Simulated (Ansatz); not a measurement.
Here is an unrelaxed guess for ScTa2.

```yaml
crystal:
  lattice:
    - [4.01458, 0.00000, 0.00000]
    - [-2.00729, 3.47673, 0.00000]
    - [0.00000, 0.00000, 4.33724]
  atoms:
    - { symbol: Sc, position: [0.00000, 0.00000, 0.00000] }
    - { symbol: Ta, position: [0.33333, 0.66667, 0.50873] }
    - { symbol: Ta, position: [0.66667, 0.33333, 0.49127] }
```

All numbers below come from DFT PBE, scalar-relativistic, plane waves, PAW in Ansatz. Settings: cutoff 420 eV, Γ-centred mesh 6×6×4 on the computed 3-atom cell, Gaussian smearing of 0.10 eV; no spin polarisation.

Formation energies are uncorrected and refer to the elements' standard structures at the same level.

**Question.** What does a single point on this coarse mesh give?

**Answer.** The pressure is 21.6 GPa (the mean over three directions, positive in compression), the largest force is 0.20 eV/Å, and the energy is +1.34 eV/atom against the elements. The shortest distance is 2.32 Å.

**Question.** How much does it gain on relaxing, and where does it end?

**Answer.** Relaxing gains about 1.2 eV/atom (the start's value is from the coarse mesh, so the gain is rough) in 29 ionic steps and ends at +0.17 eV/atom on the finer mesh. The symmetry goes from P-3m1 (No. 164) to P6/mmm (No. 191). The volume per atom shrinks by 1.3 %, from 20.2 to 19.9 Å³. The shortest distance goes from 2.32 Å (Ta–Ta) to 2.80 Å (Ta–Ta). Conventional cell: a = 4.855 Å, c = 2.926 Å. Around Sc lie 2 Sc at 2.93 Å and 12 Ta at 3.16 Å; Ta has 5 Ta at 2.80–2.93 Å and 6 Sc at 3.16 Å.

The last run used a 12×12×16 mesh (in the run's order of axes) for its 3-atom cell and Gaussian smearing of 0.10 eV. These runs have no spin–orbit coupling, which can matter for Ta. The relaxation can't lower the symmetry of the start. A structure relaxed within its symmetry needn't be a true minimum.
